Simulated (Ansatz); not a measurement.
In r²SCAN in the plane-wave PAW code Ansatz, AlGaAs$_{2}$ in the tetragonal phase (P-4m2; Pearson symbol tP8) relaxes to a = 4.012 Å, c = 11.332 Å. Ga has 4 nearest neighbours from 2.45 Å (tetrahedral); As on 1a has 4 nearest neighbours from 2.45 Å (tetrahedral); As on 2f has 4 nearest neighbours from 2.45 Å (tetrahedral); Al has 4 nearest neighbours from 2.45 Å (tetrahedral).

The Kohn–Sham gap is 1.63 eV (direct). The valence maximum lies at Γ and the conduction minimum at Γ. The screened hybrid HSE06 puts the gap at 1.98 eV. Gap from r²SCAN with spin–orbit coupling: 1.53 eV. Electrons at the band edge weigh 0.11, 0.11, 0.12 mₑ (principal values).

The bulk modulus is 74.1 GPa. The relaxed-ion elastic constants in GPa are C11 = 145, C12 = 25.5, C13 = 52.8, C33 = 117, C44 = 59.1, C66 = 32.2. The elastic constants imply a Debye temperature near 374 K. Bader charges are Ga +0.78, As -2.08 to -0.77, Al +2.08 e.

The start of the workflow was typed in or built on a structure type; neither database checked (COD, Materials Project) lists it. Its standing as an ambient phase is unchecked. The r²SCAN relaxation kept the symmetry of its start; its stability against distortions is not shown here. Scalar-relativistic: spin–orbit coupling is off unless named, which matters more the heavier the elements.

Potentials: the earlier of the program's two PAW sets.
